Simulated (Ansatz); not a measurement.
The end point of a relaxation of LiNbO$_{3}$. All values below come from PBEsol (plane waves to 420 eV, PAW, scalar-relativistic; Ansatz, a program for electronic structure).

```
CELL_PARAMETERS angstrom
      2.56737     1.48227     4.60826
     -2.56737     1.48227     4.60826
      0.00000    -2.96454     4.60826
ATOMIC_POSITIONS crystal
  Li 0.70259 0.70259 0.70259
  Li 0.20259 0.20259 0.20259
  Nb 0.98496 0.98496 0.98496
  Nb 0.48496 0.48496 0.48496
  O  0.62340 0.87401 0.26474
  O  0.87401 0.26474 0.62340
  O  0.26474 0.62340 0.87401
  O  0.76474 0.37401 0.12340
  O  0.37401 0.12340 0.76474
  O  0.12340 0.76474 0.37401
```

### Question
Find the space group and the Wyckoff positions (tolerance 0.01 Å).

### Answer
Space group R3c, hexagonal axes (No. 161); a = 5.1347 Å, b = 5.1347 Å, c = 13.8248 Å, α = 90.00°, β = 90.00°, γ = 120.00°

```json
[
 {"atom": "Li", "site": "6a", "symmetry": "3.", "x": "0.0000", "y": "0.0000", "z": "0.2974"},
 {"atom": "Nb", "site": "6a", "symmetry": "3.", "x": "0.0000", "y": "0.0000", "z": "0.0150"},
 {"atom": "O", "site": "18b", "symmetry": "1", "x": "0.0467", "y": "0.3440", "z": "0.0793"}
]
```

This is the AFLOW prototype ABC3_hR10_161_a_a_b (as in LiNbO3).

### Question
Give the shortest distances between elements (the closest pairs, up to four, under 3.6 Å).

### Answer
Nb–O 1.88 Å; Li–O 2.05 Å; O–O 2.72 Å; Li–Nb 3.01 Å.

| Item | Value |
|---|---|
| Volume per atom | 10.52 Å³ |
| Band gap | 3.51 eV, direct within 0.03 eV (at Γ) (no spin-orbit coupling) |
| Smallest direct gap | 3.53 eV at Γ |

No spin polarisation in the result.

The run could not lose the symmetry of its start.
